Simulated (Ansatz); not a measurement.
An Ansatz (a first-principles code) run. Input:

Ansatz 0.2 input:
```yaml
crystal:
  lattice:
    - [3.4304476056, 0.0, 0.0]
    - [0.0, 3.4304476056, 0.0]
    - [0.0, 0.0, 3.4304476056]
  atoms:
    - { symbol: Lu, position: [0.0, 0.0, 0.0] }
    - { symbol: Zn, position: [0.5, 0.5, 0.5] }
kpoints:
  mp_grid: { grid: [12, 12, 12] }
hamiltonian:
  xc: pbesol
  pseudopotentials: { kind: paw }
scf:
  occupations: { method: fermi_dirac, width: 0.1 }
phonons:
  method: dfpt
  response_accuracy: low
  eigenvectors: true
  rigid_motions: translations
```

Output (shortened):

```
Pseudopotential: Lu, paw, valence charge 25
Pseudopotential: Zn, paw, valence charge 12
Functional definition: PBEsol
Crystal: 2 atoms, lattice volume = 40.369 Å³
Basis set: ecut = 420 eV, 751 PW (Γ), exchange–correlation on 48×48×48 points (8 copies of the dense FFT grid, shifted against one another)
Bands: 23, of which v1, the nominal top of the filled ones, is band 19 counted from 1 (18 counted from 0)
Symmetry: 48 space group operations
k-points: 196 of 1728 (irreducible under 8 space group operations, time reversal used)
SCF iter   1: F=—  HF=-17893.096401 eV  |F-HF|=—  |Δ(HF+E_count)|=         —  Δρ=2.88e-3  dr2=2.14e-3  ethr=1.77e-3  ⟨swp⟩=5.5  Hψ=21645  notcnv=0
preconditioner: auto → Kerker (q_TF=auto, 2.689 Å⁻¹)
SCF iter   2: F=—  HF=-17893.092264 eV  |F-HF|=—  |Δ(HF+E_count)|=   4.14e-3  Δρ=1.13e-3  dr2=3.06e-4  ethr=5.79e-6  ⟨swp⟩=3.0  Hψ=13201  notcnv=0
SCF iter   3: F=—  HF=-17893.091455 eV  |F-HF|=—  |Δ(HF+E_count)|=   8.09e-4  Δρ=7.13e-4  dr2=1.39e-4  ethr=8.28e-7  ⟨swp⟩=3.0  Hψ=9993  notcnv=0
SCF iter   4: F=—  HF=-17893.091419 eV  |F-HF|=—  |Δ(HF+E_count)|=   3.64e-5  Δρ=3.28e-4  dr2=4.04e-5  ethr=3.77e-7  ⟨swp⟩=2.7  Hψ=10280  notcnv=0
SCF iter   5: F=—  HF=-17893.091411 eV  |F-HF|=—  |Δ(HF+E_count)|=   7.78e-6  Δρ=1.00e-4  dr2=4.54e-6  ethr=1.09e-7  ⟨swp⟩=2.0  Hψ=8137  notcnv=0
SCF iter   6: F=—  HF=-17893.091415 eV  |F-HF|=—  |Δ(HF+E_count)|=   3.35e-6  Δρ=9.22e-5  dr2=2.07e-6  ethr=1.23e-8  ⟨swp⟩=2.5  Hψ=9554  notcnv=0
SCF iter   7: F=—  HF=-17893.091412 eV  |F-HF|=—  |Δ(HF+E_count)|=   2.10e-6  Δρ=1.29e-5  dr2=5.29e-8  ethr=5.59e-9  ⟨swp⟩=3.0  Hψ=9256  notcnv=0
SCF iter   8: F=—  HF=-17893.091412 eV  |F-HF|=—  |Δ(HF+E_count)|=   4.45e-8  Δρ=3.97e-6  dr2=2.91e-9  ethr=1.43e-10  ⟨swp⟩=3.0  Hψ=10958  notcnv=0
SCF iter  11: F=-17893.091412 eV  HF=-17893.091412 eV  |F-HF|=0.00e0  |Δ(HF+E_count)|=    0.00e0  Δρ=3.37e-8  dr2=2.89e-13  ethr=1.00e-12  ⟨swp⟩=7.0  Hψ=25721  notcnv=0
SCF 1 converged in 11 iterations: F = -17893.091412 eV  dr2 = 2.89e-13
DFPT response loops at Γ: preconditioner auto → Kerker (q_TF=auto, 2.689 Å⁻¹) (partly filled bands, converged f_vac=0.000) …
SCF converged after 11 iterations
Free energy (F): -17893.091412 eV
Harris-Foulkes:  -17893.091412 eV  (|F-HF|=0.00e0)
Internal energy: -17893.038264 eV  (E = F + TS)
E sigma→0 (E₀):  -17893.064838 eV
Entropy (-TS):   -0.053149 eV (-26.574 meV/atom)
Fermi energy:    13.988582 eV
--- Per-component energies (eV) ---
  E_band       = 90.227278
  E_kinetic    = 551.868320
  E_local      = -8005.018934  (includes V_loc(G=0)·N_el)
  E_nonlocal   = 1190.697496
  E_hartree    = 3351.184464
  E_xc         = -354.047464
  E_vxc        = -312.359064  (∫ρ·V_xc dr)
  E_paw        = -9040.516513  (= ΣΔE_a)
  E_vpaw       = -37.329109  (= ΣTr[D̂ρ^β])
  E_aug_tail   = -0.000324  (compensation charges beyond the density's cutoff)
  E_ewald      = -5589.194830
  E_core_change = 1.989523  (= ΣΔE_core)
  E_smearing   = -0.053149  (= −TS)
  E_closure    =  0.000000  (closes the sum)
  Σ components = -17893.091412   (vs F -17893.091412, Δ=0.00e0)
  [band-id]    e_kinetic+e_local+e_nonlocal+2·e_hartree+e_vxc+e_vpaw+e_augmentation_tail = 90.227312   (vs E_band 90.227278, Δ=3.31e-5)
--- Band table (eV; the first three rows and the last of 196) ---
  k-point 0: bands = ["-42.1826", "-12.7564", "-12.7564", "-12.7564", "5.8826", "6.7357", "6.7357", "7.0001", "7.0001", "7.0001", "9.0326", "9.0326", "9.0326", "9.0416", "9.0416", "9.0416", "9.0655", "14.0890", "14.0890", "19.0962", "19.0962", "19.0962", "19.1939"]
  k-point 1: bands = ["-42.1819", "-12.7777", "-12.7547", "-12.7547", "5.9989", "6.7408", "6.7526", "6.9963", "6.9963", "7.0008", "9.0326", "9.0343", "9.0343", "9.0373", "9.0441", "9.0441", "9.0663", "14.0425", "14.1162", "18.2039", "18.2039", "18.6996", "19.2027"]
  k-point 2: bands = ["-42.1798", "-12.8353", "-12.7499", "-12.7499", "6.3372", "6.7549", "6.8029", "6.9859", "6.9859", "7.0029", "9.0263", "9.0328", "9.0386", "9.0386", "9.0514", "9.0514", "9.0687", "13.7608", "14.1932", "17.3663", "17.3663", "18.1841", "19.2272"]
  k-point 195: bands = ["-42.1496", "-12.9832", "-12.9832", "-12.9832", "6.8609", "6.8609", "6.8609", "7.1773", "7.1773", "8.9607", "9.0302", "9.0302", "9.0302", "9.0724", "9.0724", "9.0724", "11.9307", "11.9307", "11.9307", "14.0781", "19.3146", "19.3146", "19.3146"]
--- Phonons (Γ-DFPT): 2 representative perturbations + reference, on 196 of 1728 k-points (Σ response iterations 6) ---
  ASR residual: 3.664e-4 → 0.000e0 eV/Å²; symmetrization residual: 1.479e-5 eV/Å²
  ASR residual per site (eV/Å²): 3.66e-4 1.46e-4
  Γ frequencies (cm⁻¹): 0.00 0.00 0.00 143.19 143.19 143.19
  non-analytic LO–TO correction: not included (Born effective charges unavailable; polar crystals: no LO–TO splitting at Γ)
```

Cost: about 30 core-seconds (a rough figure) on shared cores.

Space group Pm-3m (CsCl type). The workflow started from an entry of the Crystallography Open Database (COD). Its standing as an ambient phase is unchecked. Symmetry was held in the PBEsol relaxation; of distortions, only those at the zone centre were tested. As this level gives no gap, phonon frequencies hold no LO–TO term and depend on the k-mesh and smearing (Fermi–Dirac, 0.1 eV here). Scalar-relativistic: spin–orbit coupling is off unless named, which matters more the heavier the elements.

Potentials: the later of the program's two PAW sets.

Ansatz is a plane-wave DFT program.
